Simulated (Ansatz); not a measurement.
The start is a relaxed NbRu cell displaced along its unstable phonon at q = (½, ½, 0) of its primitive reciprocal cell (144i cm⁻¹), largest move 0.15 Å. A full variable-cell relaxation at zero pressure is run with PBEsol (plane waves to 420 eV, PAW, scalar-relativistic; Ansatz, a first-principles code). First-step values are on the input's coarse k-mesh.

Ansatz input (later rounds restart from its end on a renewed k-mesh):
Ansatz 0.2 input:
```yaml
crystal:
  lattice:
    - [6.4085887924, 0, 0]
    - [3.2042943962, 3.2042943962, 0]
    - [0, 0, 3.0145185323]
  atoms:
    - { symbol: Nb, position: [-0.0110619391, 0.5, 0] }
    - { symbol: Nb, position: [0.5110619391, 0.5, 0] }
    - { symbol: Ru, position: [0.0234060891, -0.0468121781, 0.5] }
    - { symbol: Ru, position: [0.4765939109, 0.0468121781, 0.5] }
basis: { ecutwfc: 420, ecutrho_ratio: 4, xc_grid: 2, fft_grid_basis: typed }
kpoints: { mp_grid: { grid: [10, 10, 11] } }
hamiltonian:
  xc: pbesol
  dispersion: none
  pseudopotentials: { kind: paw }
scf: { occupations: { method: fermi_dirac, width: 0.05 } }
relax: { f_tol: 0.01, max_steps: 100, cell: { stress_tol: 0.02 } }
output: { forces: true, stress: true }
```

Question: What is the largest force in the starting geometry, and on which atom (counted from 1)?

Answer: 0.38 eV/Å, on Nb1, Nb2 (atoms numbered as listed).

Question: By how much does the energy per atom fall from start to end?

Answer: 0.03 eV/atom.

Question: Does it find its way back to the structure it was made from?

Answer: It does not go back: it reaches Cmmm (No. 65), AFLOW prototype AB_oC8_65_j_g (as in VIr), 0.04 eV/atom below the parent.

Question: How do the shortest distances between atoms change?

Answer: The closest pairs of elements (up to four, under 3.6 Å), start → end: Nb–Ru 2.68 → 2.69 Å; Nb–Nb 3.01 → 2.86 Å; Ru–Ru 2.90 → 3.01 Å.

Question: What band gap does the relaxed structure have at this level?

Answer: No gap (metallic).

Question: Give the final cell and atomic positions.

Answer: 
Space group Cmmm (No. 65); a = 6.110 Å, b = 6.721 Å, c = 3.013 Å, α = 90.00°, β = 90.00°, γ = 90.00°

```
atom  site  symmetry       x       y       z
----  ----  --------  ------  ------  ------
Nb      4g       2mm  0.2342  0.0000  0.0000
Ru      4j       m2m  0.5000  0.2275  0.5000
```
(The calculation used a cell of 4 atoms; values per cell refer to that cell.)

Final values are on a 10×10×15 k-mesh of the relaxed cell. No spin polarisation in the result.

The run could not lose the symmetry of its start: the end is stationary, and may be a saddle point rather than a minimum.

Of the parent cell (P4/mmm (No. 123)): The first start was generated by placing the elements on the sites of a structure type. A measured structure of NbRu has the same space group, P4/mmm (No. 123); the sites were not compared with it.

The relaxed structure here is a generated cell of NbRu: the first start was made by placing the elements on the sites of a structure type, and the end was not matched to a known phase here, so it may be hypothetical.
